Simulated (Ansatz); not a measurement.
MgH$_{2}$ (rutile)

```
MgH2
1.0
    4.48445     0.00000     0.00000
    0.00000     4.48445     0.00000
    0.00000     0.00000     2.99665
Mg H
2 4
Direct
  0.50000   0.50000   0.50000
  0.00000   0.00000   0.00000
  0.69533   0.69533   0.00000
  0.30467   0.30467   0.00000
  0.80467   0.19533   0.50000
  0.19533   0.80467   0.50000
```

Grid over V/V₀ and (c/a)/(c/a)₀, subscript 0 meaning the relaxed cell; the conventional c axis lies along z; no internal relaxation.

Calculation: r2SCAN (plane waves to 500 eV, PAW, scalar-relativistic; Ansatz, a program for electronic structure). k mesh 8×8×11 (Γ-centred), Fermi-Dirac smearing 0.05 eV. The energy includes the smearing's −TS. As the atoms are clamped, bonds stretch with the cell, which overstates energies and stresses. MgH2 was relaxed with its symmetry unable to fall.

Changes of ΔE (eV/atom) from the point V/V₀ = 1.000, (c/a)/(c/a)₀ = 1.000 when one coordinate moves alone (two changes are said to add if the coupling is within 5 % of the smaller one, nearly so within 20 %):

```json
[
 {"point": "V/V₀ = 1.000, (c/a)/(c/a)₀ = 0.880", "change": "0.03694"},
 {"point": "V/V₀ = 1.000, (c/a)/(c/a)₀ = 0.940", "change": "0.00810"},
 {"point": "V/V₀ = 0.920, (c/a)/(c/a)₀ = 1.000", "change": "0.01229"},
 {"point": "V/V₀ = 0.960, (c/a)/(c/a)₀ = 1.000", "change": "0.00289"},
 {"point": "V/V₀ = 1.040, (c/a)/(c/a)₀ = 1.000", "change": "0.00257"},
 {"point": "V/V₀ = 1.080, (c/a)/(c/a)₀ = 1.000", "change": "0.00971"},
 {"point": "V/V₀ = 1.000, (c/a)/(c/a)₀ = 1.060", "change": "0.00636"},
 {"point": "V/V₀ = 1.000, (c/a)/(c/a)₀ = 1.120", "change": "0.02272"}
]
```

Problem. What is the change at V/V₀ = 1.040, (c/a)/(c/a)₀ = 1.060, where both move, and how far is it from the sum?

Solution. The sum of the single changes is 0.00257 + (0.00636) = 0.00893; the calculation gives 0.01034, so the coupling contributes 0.00141 (over 20 % of the smaller single change, not additive).

Problem. What is the change at V/V₀ = 0.920, (c/a)/(c/a)₀ = 0.880, where both move, and how far is it from the sum?

Solution. The sum of the single changes is 0.01229 + (0.03694) = 0.04923; the calculation gives 0.06227, so the coupling contributes 0.01304 (over 20 % of the smaller single change, not additive).

Problem. What is the change at V/V₀ = 0.960, (c/a)/(c/a)₀ = 1.120, where both move, and how far is it from the sum?

Solution. The sum of the single changes is 0.00289 + (0.02272) = 0.02561; the calculation gives 0.02330, so the coupling contributes -0.00231 (over 20 % of the smaller single change, not additive).

(A scan under strain: stresses follow from slopes of the energy per volume, elastic moduli from its curvatures.)
